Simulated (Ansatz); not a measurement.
SrCdPt: relaxation (Ansatz)

Run with:

```bash
ansatz run input.yaml --threads 2 --pin off --max-ram 3584MiB --backend cpu --events-out ev --progress --plain --runs-dir out
```

The input file (Ansatz 0.2.0, plane waves):

```yaml
crystal:
  lattice:
    - [7.582, 0.0, 0.0]
    - [0.0, 4.481656, 0.0]
    - [0.0, 0.0, 8.646511]
  atoms:
    - { symbol: Pt, position: [0.27016, 0.25, 0.37717] }
    - { symbol: Pt, position: [0.22984, 0.75, 0.87717] }
    - { symbol: Pt, position: [0.77016, 0.25, 0.12283] }
    - { symbol: Pt, position: [0.72984, 0.75, 0.62283] }
    - { symbol: Cd, position: [0.14353, 0.25, 0.0655] }
    - { symbol: Cd, position: [0.35647, 0.75, 0.5655] }
    - { symbol: Cd, position: [0.64353, 0.25, 0.4345] }
    - { symbol: Cd, position: [0.85647, 0.75, 0.9345] }
    - { symbol: Sr, position: [0.02883, 0.25, 0.68094] }
    - { symbol: Sr, position: [0.47117, 0.75, 0.18094] }
    - { symbol: Sr, position: [0.52883, 0.25, 0.81906] }
    - { symbol: Sr, position: [0.97117, 0.75, 0.31906] }
  symmetry: { tolerance: 0.0003 }
kpoints:
  mp_grid: { grid: [4, 6, 3], shift: [0, 0, 0] }
magnetization:
  spin_polarized: false
scf:
  occupations: { method: fermi_dirac, width: 0.0645 }
  lower_state_search: "off"
hamiltonian:
  pseudopotentials: { kind: paw }
  xc: r2scan
basis:
  ecutwfc: 500
  fft_grid_basis: typed
relax:
  max_steps: 60
  cell: { p_target: 0.0 }
  f_tol: 0.03
output:
  forces: true
  stress: true
  eigenvalues: true
  bader: true
  populations: true
  elf: true
  write_potential: true
  volumetric_format: npy
  dos:
    e_range: [-12, 8]
    de: 0.05
    projected: { site_lists: { Cd: [Cd], Pt: [Pt], Sr: [Sr] } }
checkpoint:
  read: saved_state
```

Origin of the cell: a database entry, scaled a little.

The saved state is a converged single point of the same cell.

Steps («new basis» is an SCF on plane waves selected anew at the same cell):

| step | ΔF (meV/atom) | max force component (eV/Å) | P (GPa) | volume (Å³) | SCF iterations | step was |
| --- | --- | --- | --- | --- | --- | --- |
| 1 | 0.0 | 0.034 | -0.66 | 293.81 | 8 | accepted |
| 2 | -0.5 | 0.012 | 0.48 | 288.97 | 6 | accepted |
| 3 | -0.7 | 0.003 | 0.00 | 290.97 | 6 | accepted |
| 4 | -0.7 | 0.003 | 0.00 | 290.97 | 6 | new basis |

Before:

Space group Pnma (No. 62); the run's cell has a = 7.582 Å, b = 4.482 Å, c = 8.647 Å, α = 90.00°, β = 90.00°, γ = 90.00°. Shortest distances: Cd–Pt 2.85 Å, Pt–Sr 3.20 Å, Cd–Cd 3.32 Å, Cd–Sr 3.40 Å.

After:

Space group Pnma (No. 62); the run's cell has a = 7.567 Å, b = 4.454 Å, c = 8.633 Å, α = 90.00°, β = 90.00°, γ = 90.00°. Shortest distances: Cd–Pt 2.84 Å, Pt–Sr 3.19 Å, Cd–Cd 3.32 Å, Cd–Sr 3.38 Å.

```
CELL_PARAMETERS angstrom
7.56697 0.00000 0.00000
0.00000 4.45390 0.00000
0.00000 0.00000 8.63344
ATOMIC_POSITIONS crystal
Pt 0.27015 0.25000 0.37779
Pt 0.22985 0.75000 0.87779
Pt 0.77015 0.25000 0.12221
Pt 0.72985 0.75000 0.62221
Cd 0.14408 0.25000 0.06674
Cd 0.35592 0.75000 0.56674
Cd 0.64408 0.25000 0.43326
Cd 0.85592 0.75000 0.93326
Sr 0.02930 0.25000 0.68110
Sr 0.47070 0.75000 0.18110
Sr 0.52930 0.25000 0.81890
Sr 0.97070 0.75000 0.31890
```

```yaml
Free_energy_lowered_by: 0.7 meV/atom
Volume_change: -0.97 %
Final_pressure: 0.00 GPa
Relaxation_steps_listed: 4
Formation_energy_elements_under_the_same_functional_gases_as_molecules_uncorrected: -0.754 eV/atom
Gap_on_the_mesh: none (metal)
```

Caveats: no moments, though an odd count or open d shells may carry them; no spin-orbit coupling, though heavy elements are present; the relaxation held the start's symmetry, so the end may be a saddle point.

The run took 5.1 min on 2 threads of Arm Neoverse V2, with other jobs on the host, peak memory 1.6 GiB, from a saved density.
